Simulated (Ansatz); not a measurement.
BaTiNOF:
```
CELL_PARAMETERS angstrom
      3.98485     0.00000     0.00000
      0.00000     4.05446     0.00000
      0.00000     0.00000     4.15735
ATOMIC_POSITIONS crystal
  Ba 0.50000 0.50000 0.50000
  Ti 0.00000 0.00000 0.00000
  N  0.50000 0.00000 0.00000
  F  0.00000 0.00000 0.50000
  O  0.00000 0.50000 0.00000
```

Relaxed with r²SCAN. DFT-r²SCAN in the program Ansatz with PAW potentials gives a gap of 0.39 eV.

Question: What gap does HSE06 give on the same cell (Ansatz, PAW)?

Answer: 1.16 eV, 0.77 eV more. The hybrid was solved on a coarser mesh and at special points; the gap given is the minimum over both.

Cost on shared cores: the r²SCAN run (SCF on a 7×7×7 mesh, then bands and DOS) about 90 core-seconds (a rough figure), the HSE06 run (SCF on 4×4×4, then a few points) about 110 core-seconds (a rough figure); the tasks are unlike.

Space group Pmmm. The start of the workflow was typed in or built on a structure type; neither database checked (COD, Materials Project) lists it. Whether it is the stable phase at ambient conditions was not checked. The r²SCAN relaxation kept the symmetry of its start; whether a distortion lowers the energy is not shown. The workflow began spin-polarised and lost its moments. Scalar-relativistic: spin–orbit coupling is off unless named, which matters more the heavier the elements.

Potentials: the earlier of the program's two PAW sets.
